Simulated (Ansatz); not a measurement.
**From the elastic tensor of Mg₂ZnS₃ to moduli and sound speeds**

Theory: DFT PBE, scalar-relativistic, plane waves, PAW (Ansatz 0.2.0). Settings: 420 eV plane-wave cutoff, Γ-centred 8×8×8 mesh, fixed occupations. No spin polarisation.

Space group I-4m2 (No. 119), tetragonal, a = 3.963 Å, c = 16.888 Å. Around Mg lie 4 S at 2.46 Å; around Zn lie 4 S at 2.38 Å; S on a site of symmetry 2mm is surrounded by 2 Zn at 2.38 Å and 2 Mg at 2.46 Å; S on a site of symmetry -4m2 has 4 Mg at 2.46 Å.

It was reached by relaxing an invented guess, and it needn't be the stable form of this composition.

Relaxed-ion constants (GPa, on the Cartesian axes of the calculation):
```
98.5 28.7 50.2  0.0  0.0  0.0
28.7 98.5 50.2  0.0  0.0  0.0
50.2 50.2 79.2  0.0  0.0  0.0
 0.0  0.0  0.0 31.9  0.0  0.0
 0.0  0.0  0.0  0.0 31.9  0.0
 0.0  0.0  0.0  0.0  0.0 12.7
```

Density 2.631 g/cm³; 6 atoms in 132.64 Å³.

With S = C⁻¹: B_V = (C11+C22+C33+2(C12+C13+C23))/9, G_V = (C11+C22+C33−C12−C13−C23+3(C44+C55+C66))/15, 1/B_R = S11+S22+S33+2(S12+S13+S23), 15/G_R = 4(S11+S22+S33−S12−S13−S23)+3(S44+S55+S66); Hill is their mean. Then v_l = √((B+4G/3)/ρ), v_t = √(G/ρ), v_m = [(2/v_t³+1/v_l³)/3]^(−1/3) and Θ = (ħ/k_B)·v_m·(6π²n/V)^(1/3) for n atoms in the volume V; E = 9BG/(3B+G), ν = (3B−2G)/(2(3B+G)) and A^U = 5G_V/G_R + B_V/B_R − 6.

```
Bulk modulus, Voigt / Reuss / Hill          : 59.4 / 59.4 / 59.4 GPa
Shear modulus, Voigt / Reuss / Hill         : 25.1 / 20.8 / 22.9 GPa
Young's modulus                             : 61 GPa
Poisson ratio                               : 0.329
Pugh ratio B/G                              : 2.59 (over 1.75, the rule of thumb for ductile)
Universal anisotropy index                  : 1.04
Longitudinal and transverse sound speeds    : 5847 and 2953 m/s
Debye temperature from the mean sound speed : 351 K
```
